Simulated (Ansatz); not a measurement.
GaN:
```xyz
12
Lattice="5.5092 0.0000 0.0000 0.0000 5.5092 0.0000 0.0000 0.0000 5.5092" Properties=species:S:1:pos:R:3 pbc="T T T"
Ga     1.3773     0.0000     2.7546
Ga     2.7546     1.3773     0.0000
Ga     2.7546     4.1319     0.0000
Ga     4.1319     0.0000     2.7546
Ga     0.0000     2.7546     4.1319
Ga     0.0000     2.7546     1.3773
N      1.3773     2.7546     0.0000
N      0.0000     1.3773     2.7546
N      0.0000     4.1319     2.7546
N      4.1319     2.7546     0.0000
N      2.7546     0.0000     4.1319
N      2.7546     0.0000     1.3773
```

The program Ansatz at the r²SCAN level (PAW) gives a gap of 1.86 eV without spin–orbit coupling, maximum at Γ, minimum at Γ.

Problem. What happens when spin–orbit coupling is switched on?

Solution. The gap decreases by 0.01 eV, to 1.85 eV; maximum at Γ, minimum at Γ.

Problem. How large is the spin–orbit splitting of the valence top at Γ?

Solution. The fourfold level lies 0.02 eV above the split-off pair.

Problem. Give the electron effective mass with spin–orbit coupling.

Solution. 0.22 mₑ (isotropic).

Problem. Give the hole effective mass with spin–orbit coupling, band 1 of 2 at the edge.

Solution. 4.0 along [100], 1.2 along [110], 0.84 along [111] (mₑ).

Problem. Give the hole effective mass with spin–orbit coupling, band 2 of 2 at the edge.

Solution. 0.26 along [100], 0.29 along [110], 0.32 along [111] (mₑ).

Space group Pm-3n. The start of the workflow was typed in or built on a structure type; neither database checked (COD, Materials Project) lists it. It is not the phase usual at ambient conditions (space group No. 186, 216). Symmetry was held in the r²SCAN relaxation; whether a distortion lowers the energy is not shown.

Potentials: the later of the program's two PAW sets.
